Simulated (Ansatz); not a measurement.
Single point in Ansatz 0.2.0 with PBE, no spin polarisation. Cutoff 420 eV, PAW datasets, 5×5×9 Γ-centred k mesh, fermi-dirac filling (width 0.1 eV).

Computed maps in the lattice plane spanned by a (left to right, 6.97 Å, 21 points from zero) and b (bottom to top, 6.97 Å, 21 points from zero), 90° apart, at height 0.000 along c. The fields are smooth PAW ones with compensation charges, not the true ones near nuclei.

Valence density. Digits on a logarithmic scale: 0 up to 0.03 e/Å³, each further digit a factor of 1.6, 9 from 1.3 e/Å³ up:
```
996456999987665544469
864457999997554444446
444457999997544444444
444456999996544445555
544445799875444456776
754444566654444579999
854444445544444699999
865444444455445699999
865554444799745689999
777765445999954579998
789997545999954456777
899998654799744445556
899999654455444444456
899999644444554444445
799997544445666544445
567765444457899754444
455554444569999965444
444444444579999975444
864444445579999975446
996444556678999965469
998445788877888754489
```

ELF. Ten even steps from '0' (0.06) to '9' (0.67):
```
461143699843422356116
310433985972454567401
014533973982355555541
567522799962355432334
356531256533564212333
335542122345764127996
424554444434564259789
425556663000034269359
344335750255204359998
332223540533503436874
347863430533504532223
389995340255205753344
495396243000036665552
498795246543444445542
369972146754322124553
333321246533565213565
543323455326999722576
014555555328937933541
310476545427958933401
461165322434899634116
143053344333344335034
```

**Question.** The cell is MgSc$_{2}$Ru$_{2}$. Which atoms lie within 0.2 Å of this plane, and where (fractions of a and b)?

**Answer.** Ru at (0.37, 0.87), Ru at (0.13, 0.37), Ru at (0.63, 0.13), Ru at (0.87, 0.63), Mg at (0.00, 0.00), Mg at (0.50, 0.50). The whole cell:
```
Sc Ru Mg
1.0
     6.97395    0.00000    0.00000
     0.00000    6.97395    0.00000
     0.00000    0.00000    3.81605
Sc Ru Mg
4 4 2
Direct
  0.17314 0.67314 0.50000
  0.32686 0.17314 0.50000
  0.82686 0.32686 0.50000
  0.67314 0.82686 0.50000
  0.37478 0.87478 0.00000
  0.12522 0.37478 0.00000
  0.62522 0.12522 0.00000
  0.87478 0.62522 0.00000
  0.00000 0.00000 0.00000
  0.50000 0.50000 0.00000
```

Origin: a known structure type with other elements, at an estimated volume, so it need not be a known compound.
